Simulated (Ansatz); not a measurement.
The calculation used DFT PBE, scalar-relativistic, plane waves, PAW (Ansatz). All cells share a 420 eV cutoff and Γ-centred k meshes spaced at most about 0.3 Å⁻¹ (about 0.25 or finer for metals, 2π included). No spin polarisation in the final relaxations.

These are static total energies at zero pressure.

Two relaxed structures of Ga₂GeO₂:

A.

Space group P-6m2 (No. 187). a = 3.828 Å, b = 3.828 Å, c = 6.636 Å, α = 90.00°, β = 90.00°, γ = 120.00°
| atom | site | symmetry | x | y | z |
| --- | --- | --- | --- | --- | --- |
| Ga | 2h | 3m. | 0.3333 | 0.6667 | 0.7272 |
| Ge | 1f | -6m2 | 0.6667 | 0.3333 | 0.5000 |
| O | 1a | -6m2 | 0.0000 | 0.0000 | 0.0000 |
| O | 1c | -6m2 | 0.3333 | 0.6667 | 0.0000 |

B.

Space group P6/mmm (No. 191). a = 4.356 Å, b = 4.356 Å, c = 6.737 Å, α = 90.00°, β = 90.00°, γ = 120.00°
```tsv
atom	site	symmetry	x	y	z
Ga	2d	-6m2	0.3333	0.6667	0.5000
Ge	1a	6/mmm	0.0000	0.0000	0.0000
O	2e	6mm	0.0000	0.0000	0.7398
```

Question: Which would you expect to be lower, and how large is the difference?

Answer: B is lower, by 0.36 eV/atom. A has space group P-6m2 (No. 187), 16.8 Å³/atom and no gap on its mesh; B has space group P6/mmm (No. 191), 22.1 Å³/atom and no gap. The shortest distance is 1.81 Å (Ga–O) in A and 1.75 Å (Ge–O) in B. The lower one is the more open, so pressure narrows the difference. In A, around Ga lie 1 O at 1.81 Å, 3 Ge at 2.68 Å and 3 O at 2.86 Å; Ge is surrounded by 6 Ga at 2.68 Å; O on its first site is surrounded by 3 O at 2.21 Å and 6 Ga at 2.86 Å (long contacts); 1 more site not described. In B, Ga is surrounded by 3 Ga at 2.51 Å and 6 O at 2.99 Å; Ge is surrounded by 2 O at 1.75 Å; around O lie 1 Ge at 1.75 Å and 6 Ga at 2.99 Å. Both come from invented guesses. A third cell relaxed alike, in P-3m1, lies 0.83 eV/atom below the lower of the two.

No dispersion correction is applied, so the spacing and binding between layers, chains or molecules are poorly described (P6/mmm), and this can change margins and order among such cells. Cells relaxed within their symmetry can be saddle points.
